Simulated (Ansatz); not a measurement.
**P at a changed volume: Electric field gradients**

The cell is a structure deposited in the COD, relaxed with PBE at fixed cell and then changed (volume scaled by 0.98, ions relaxed).

```
P
1.0
     1.64434   -5.12487    0.00000
     1.64434    5.12487    0.00000
     0.00000    0.00000    4.28803
P
4
Direct
  0.89479 0.10521 0.07601
  0.60521 0.39479 0.57601
  0.10521 0.89479 0.92399
  0.39479 0.60521 0.42399
```

Atom numbers follow the list; atoms alike are taken as one site, whose name carries the number of the first.

Computed with Ansatz: DFT, PBE, plane waves and PAW, scalar-relativistic, 420 eV cutoff, Γ-centred 15×15×11 k-points, Fermi–Dirac smearing 0.05 eV.

C_Q = eQV_zz/h, which is 24.18 MHz for Q = 1 b and V_zz = 10²¹ V/m²; η = (V_xx − V_yy)/V_zz.

| site | atoms (order as listed) | first shell | V_xx, V_yy, V_zz (10²¹ V/m²) | η | C_Q (MHz) |
| --- | --- | --- | --- | --- | --- |
| P | 1, 2, 3, 4 | 3 P at 2.22–2.25 Å | 3.22, 3.74, -6.97 | 0.07 | – |

The structure holds P–P bonds (2.22 Å). At P V_zz stands upright on the plane through its three neighbours (within 5°).

P has no stable isotope with a ground-state quadrupole moment in the table, so no C_Q is given.

The run finds no gap above 0.1 eV (a metal, or nearly one), so the gradients can move by 10 % or more with the k-mesh. Semilocal functionals make gaps too small and can close them, so the real compound need not be a metal.

The relaxation (3 steps) took 30 s of wall time (29 s of CPU time) and 0.74 GiB at its peak, on 1 thread of Intel Xeon 6975P-C (Granite Rapids) (x86_64; 16 cores open to the job, memory cap 3.0 GiB, no GPU), a shared host with a load of 0.6 a core.
